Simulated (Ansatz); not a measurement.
The calculation used DFT PBE, scalar-relativistic, plane waves, PAW in Ansatz. Settings: cutoff 420 eV, Γ-centred meshes spaced at most about 0.3 Å⁻¹, and about 0.25 Å⁻¹ or finer for metals (2π included), Gaussian smearing. No spin polarisation in the final relaxations.

These are static total energies at zero pressure. All come from trial cells, and lower structures may exist.

Task: Order these relaxed structures of K2Ca3Cl by energy, lowest first, with the energy over the lowest of them.
A.

```cif
data_structure
_symmetry_space_group_name_H-M 'P-4m2'
_symmetry_Int_Tables_number 115
_cell_length_a 4.0096
_cell_length_b 4.0096
_cell_length_c 17.6653
_cell_angle_alpha 90.000
_cell_angle_beta 90.000
_cell_angle_gamma 90.000
_cell_volume 284.01
loop_
_atom_site_label
_atom_site_type_symbol
_atom_site_symmetry_multiplicity
_atom_site_Wyckoff_symbol
_atom_site_fract_x
_atom_site_fract_y
_atom_site_fract_z
_atom_site_occupancy
K1 K 2 g 0.00000 0.50000 0.76560 1
Ca1 Ca 1 b 0.50000 0.50000 0.00000 1
Ca2 Ca 2 g 0.00000 0.50000 0.42451 1
Cl1 Cl 1 a 0.00000 0.00000 0.00000 1
```

B.

```cif
data_structure
_symmetry_space_group_name_H-M 'P-3m1'
_symmetry_Int_Tables_number 164
_cell_length_a 6.0075
_cell_length_b 6.0075
_cell_length_c 9.6395
_cell_angle_alpha 90.000
_cell_angle_beta 90.000
_cell_angle_gamma 120.000
_cell_volume 301.28
loop_
_atom_site_label
_atom_site_type_symbol
_atom_site_symmetry_multiplicity
_atom_site_Wyckoff_symbol
_atom_site_fract_x
_atom_site_fract_y
_atom_site_fract_z
_atom_site_occupancy
K1 K 2 d 0.66667 0.33333 0.36447 1
Ca1 Ca 2 d 0.66667 0.33333 0.90726 1
Ca2 Ca 1 a 0.00000 0.00000 0.00000 1
Cl1 Cl 1 b 0.00000 0.00000 0.50000 1
```

C.

```cif
data_structure
_symmetry_space_group_name_H-M 'P6/mmm'
_symmetry_Int_Tables_number 191
_cell_length_a 7.2321
_cell_length_b 7.2321
_cell_length_c 7.7438
_cell_angle_alpha 90.000
_cell_angle_beta 90.000
_cell_angle_gamma 120.000
_cell_volume 350.76
loop_
_atom_site_label
_atom_site_type_symbol
_atom_site_symmetry_multiplicity
_atom_site_Wyckoff_symbol
_atom_site_fract_x
_atom_site_fract_y
_atom_site_fract_z
_atom_site_occupancy
K1 K 2 d 0.33333 0.66667 0.50000 1
Ca1 Ca 3 f 0.50000 0.00000 0.00000 1
Cl1 Cl 1 b 0.00000 0.00000 0.50000 1
```

Result: A (0 meV/atom), B (111 meV/atom), C (459 meV/atom). Forms: A P-4m2; B P-3m1; C P6/mmm. Counting Ca or K atoms around Cl (for each partner element, those within 1.25 times its shortest distance or 1.15 times the sum of covalent radii, where it is the nearest in units of that sum or under 1.3; the shortest distance is added where it exceeds 1.18 times the sum of covalent radii): A has Cl 4; B has Cl 6 from 3.7 Å; C has Cl 6 from 4.2 Å.

A magnetic state wasn't ruled out in cells without spin, among them P-4m2, P-3m1, P6/mmm. Cells relaxed within their symmetry can be saddle points. Some structure types and database cells were kept out of the candidates from the start, so a known form may be missing.
